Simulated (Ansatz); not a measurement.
Cd₂SeS in space group P3m1 (No. 156; Cd on 1a, Cd on 1b, Se on 1b, S on 1a), r²SCAN (plane waves, PAW; program Ansatz), all energies at zero smearing, with the estimated change up to a 700 eV cutoff added, with one set of potentials and settings (totals compare only within such a set). Cell of 4 atoms (2 Cd, 1 Se, 1 S): -22923.428 eV.

```tsv
element	reference phase	E (eV/atom)
Cd	P6_3/mmc, 2 atoms in the cell	-8268.1834
Se	P3_121, 3 atoms in the cell	-5478.1269
S	P2/c, 32 atoms in the cell	-905.8156
```

Formation energy per atom, worked out: (-22923.428 − 2×(-8268.1834) − 1×(-5478.1269) − 1×(-905.8156))/4 = -0.780 eV/atom (-75 kJ per mol of atoms), at 0 K, without zero-point energy or fitted corrections.

The workflow started from a Materials Project entry (that database holds measured and hypothetical structures alike); the Crystallography Open Database copy checked does not list it. Its standing as an ambient phase is unchecked. The cell was relaxed with r²SCAN under the symmetry of its start; its stability against distortions is not shown here. The references are the lowest solids computed at this level, not always the standard phases.

Potentials: the later of the program's two PAW sets.
